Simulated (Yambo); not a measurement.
A G0W0@LDA run in Yambo for SiO2 (α-cristobalite, space group P4_12_12, No. 92) (2×2×2 Γ-centred k mesh, 320 bands and a 8 Ry block in the screening, 320 bands in G with the Bruneval-Gonze terminator, plasmon pole fitted at 27.2 eV) gives these matrix elements, in eV, at the band edges (Γ → Γ):

| state | E0 | <Vxc> | <Σx> | <Σc(E0)> | Z |
|---|---|---|---|---|---|
| valence edge | 0.000 | -19.843 | -25.748 | 3.664 | 0.820 |
| conduction edge | 5.523 | -10.092 | -5.561 | -3.009 | 0.879 |

Question: Solve the linearised quasiparticle equation for both states, give the gap, and say how exchange and correlation each act on it.

Answer: E = E0 + Z(Σx + Σc − Vxc). Valence: 0.000 + 0.820 × (-25.748 + (3.664) − (-19.843)) = -1.84 eV. Conduction: 5.523 + 0.879 × (-5.561 + (-3.009) − (-10.092)) = 6.86 eV. The gap is 8.70 eV, against 5.52 eV in LDA. Replacing Vxc by bare exchange alone would open it by 10.44 eV; correlation takes back 6.67 eV of that, and Z scales what is left. Nearest settings tried, and what they do to the gap: 204 bands in G: -0 meV; 204 bands in W, 204 bands in G: -1 meV; 7 Ry block (363 vectors against 463): -56 meV; 2×2×1 mesh: -30 meV. So the settings aren't converged at that level. The k mesh is coarse. 

Geometry of the Materials Project entry, not relaxed at this level; primitive cell a = b = 4.9927 Å, c = 6.9339 Å, α = β = γ = 90.00°.

This is not the ordinary phase of the substance.
